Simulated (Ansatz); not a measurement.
With DFT-PBEsol in the program Ansatz with PAW potentials, B in the diamond structure (Fd-3m) relaxes to a = 4.032 Å. B has 4 nearest neighbours from 1.75 Å (tetrahedral).

Electronic character: metallic (no gap).

An equation-of-state fit gives a bulk modulus of 1830 kbar. The relaxed-ion elastic constants in GPa are C11 = 113, C12 = 218, C44 = -72.9. The highest mode at Γ lies at 574 cm^-1.

The start of the workflow was typed in or built on a structure type; neither database checked (COD, Materials Project) lists it. It is not the phase usual at ambient conditions (space group No. 166). The PBEsol relaxation kept the symmetry of its start. At this level the phase is mechanically unstable. As this level gives no gap, shear constants depend on the k-mesh and smearing (Fermi–Dirac, 0.1 eV here). As this level gives no gap, phonon frequencies hold no LO–TO term and depend on the k-mesh and smearing (Fermi–Dirac, 0.1 eV here).

Potentials: the later of the program's two PAW sets.
